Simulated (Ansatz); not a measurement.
## Squeezing Lu (diamond type)

```xyz
2
Lattice="0.0000 3.5803 3.5803 3.5803 0.0000 3.5803 3.5803 3.5803 0.0000" Properties=species:S:1:pos:R:3 pbc="T T T"
Lu   -0.8951   -0.8951   -0.8951
Lu    0.8951    0.8951    0.8951
```

The cell comes from a relaxation on PAW files under the same functional, begun from a prototype that needn't be the stable phase.

Its volume is scaled at fixed shape and fractional positions.

Level of theory: DFT with PBEsol, scalar-relativistic, in Ansatz 0.2.0; a Γ-centred 10×10×10 k mesh, Fermi–Dirac smearing of 0.05 eV, no spin polarisation. LAPW: all electrons, basis error target 1 meV/atom; PAW: frozen-core files, cutoff 420 eV; crystal datasets: all electrons, by PAW datasets that the program makes for each cell; norm-conserving: pseudopotentials, cutoff 1361 eV; PAW (core large): files with a larger core, cutoff 420 eV.

Energies are extrapolated to zero smearing and count from the unscaled cell; pressure is positive in compression; gaps take the mesh and a band path. No temperature or zero-point motion is included.

Spin–orbit coupling is left out, which matters for the heavy atoms. The PAW files were made under PBE. The structure type is held throughout; the real material can change phase at far lower pressure.

```csv
V/V0,V (Å³/atom),P LAPW (GPa),ΔE LAPW (eV/atom),P PAW − LAPW (GPa),ΔE PAW − LAPW (meV/atom)
1.00,45.89,0.01,0.000,-0.01,0.0
0.88,40.39,1.46,0.022,-0.01,-0.2
0.78,35.80,?,0.076,-0.01,-0.5
0.68,31.21,4.91,0.178,-0.01,-0.7
0.58,26.62,12.54,0.415,-0.03,-1.2
0.50,22.95,?,0.782,-0.07,-2.3
0.43,19.73,35.7,1.323,-0.09,-3.9
```

Give the missing entry: row "0.50", column "P LAPW (GPa)".

20.3.

Give the missing entry: row "0.78", column "P LAPW (GPa)".

2.62.

From the table, what is the rise of the enthalpy H = E + pV up to the last row, and how stiff is the crystal between the last two rows?

ΔH = 1.323 eV + (35.7 GPa × 19.73 Å³ − 0.01 GPa × 45.89 Å³) × 0.006242 eV/(GPa·Å³) = 5.72 eV/atom, of which pV makes 77 %. The mean bulk modulus there is −ΔP/Δln V = 102 GPa.

At the smallest volume, how far do crystal datasets and norm-conserving and PAW (core large) lie from LAPW in pressure?

crystal datasets: 0.00 GPa; norm-conserving: -0.68 GPa; PAW (core large): -0.09 GPa, on a LAPW pressure of 35.7 GPa.

How do the Löwdin populations by LAPW change from the unscaled cell to the last row?

Lu 5s 1.96 → 1.82, Lu 6s 1.17 → 0.52, Lu 5p 5.96 → 5.80, Lu 5d 1.86 → 2.92, Lu 4f 13.99 → 13.93 electrons an atom. These are projections on the shells that the free atoms fill; 0.11 e a cell lies outside them at the start and 0.04 e at the end.
